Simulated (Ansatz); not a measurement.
**Clamped-ion strain scan in Re**

Method: DFT LDA, scalar-relativistic, plane waves, PAW in Ansatz. Cutoff 420 eV, Γ-centred 20×20×20 k-points, Gaussian smearing of 0.15 eV. Spin–orbit coupling is left out, which can shift energies with elements as heavy as these. No spin polarisation. Energies are free energies at this smearing, counted from the undisturbed cell; pressure is positive in compression.

Zero of the scan (as given, not relaxed at this level; it stands at -23.8 GPa; this fcc form isn't the usual structure):

```yaml
crystal:
  lattice:
    - [0.00000, 1.97500, 1.97500]
    - [1.97500, 0.00000, 1.97500]
    - [1.97500, 1.97500, 0.00000]
  atoms:
    - { symbol: Re, position: [0.00000, 0.00000, 0.00000] }
```

The cell is strained by ε times the Voigt pattern (0, 0, 0, 0, 0, 1) (xx, yy, zz, yz, xz, xy; engineering shear) with fractional coordinates fixed. The cell is metallic on the mesh throughout. At -24 GPa the given cell is far from its own equilibrium, so these figures belong to a strongly strained crystal.

```tsv
ε	ΔE (meV/atom)	stress summed along the pattern (GPa, tension positive)	pressure (GPa)
-0.0200	3.4	-3.76	-23.7
-0.0100	0.8	-1.86	-23.8
0.0000	0.0	0.00	-23.8
0.0025	0.0	0.46	?
0.0050	?	0.93	?
0.0075	0.5	1.39	-23.8
0.0125	1.3	2.33	-23.8
0.0150	1.9	2.81	-23.8
0.0175	2.6	3.29	-23.8
```

By symmetry 0.0200 repeats -0.0200, -0.0150 repeats 0.0150, 0.0100 repeats -0.0100, -0.0050 repeats 0.0050 in energy; the slope of the energy along the path changes sign there.

(1) Give the withheld values.

Results:

(1) pressure (GPa) at ε = 0.0025: -23.8; ΔE (meV/atom) at ε = 0.0050: 0.2; pressure (GPa) at ε = 0.0050: -23.8.